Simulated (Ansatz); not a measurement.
GeSe in space group Pnma (No. 62; Ge on 4c, Se on 4c), LDA in the plane-wave PAW code Ansatz. The conduction-band minimum lies on the Γ–Z line, 20 % of the way from Γ, with 2 equivalent valleys. Second derivatives d²E/dk² of the lowest band at one valley (eV·Å²), along Cartesian directions:

```
direction  d²E/dk²
---------  -------
[100]        122.3
[010]        7.760
[001]        6.345
[110]        65.12
[101]        64.41
[011]        7.054
```

Question: Find the principal effective masses, the density-of-states mass and the conductivity mass.

Answer: Off-diagonal terms follow from H_xy = H[110] − (H_xx + H_yy)/2, and m*/mₑ = 7.620 eV·Å² over each eigenvalue: 0.062, 0.98, 1.2. One valley's DOS mass (m₁m₂m₃)^(1/3) = 0.42, conductivity mass 3/(Σ 1/mᵢ) = 0.17 mₑ.

Question: What effective density of states Nc follows at 300 K for parabolic valleys?

Answer: Nc = 2.509e19 × 2 × (0.42)^(3/2) ≈ 1.4e19 cm⁻³.

The cell was relaxed with LDA under the symmetry of its start. A crystal of weakly bound layers computed without a dispersion correction: the cell and the soft elastic constants depend strongly on that. Scalar-relativistic: spin–orbit coupling is off unless named, which matters more the heavier the elements.

Potentials: the earlier of the program's two PAW sets. The files were generated under PBE; for other functionals the program regenerates the frozen cores, and for LDA and PBEsol the local potential too.

Edges and masses are those of Kohn–Sham bands, whose gap is no quasiparticle gap.
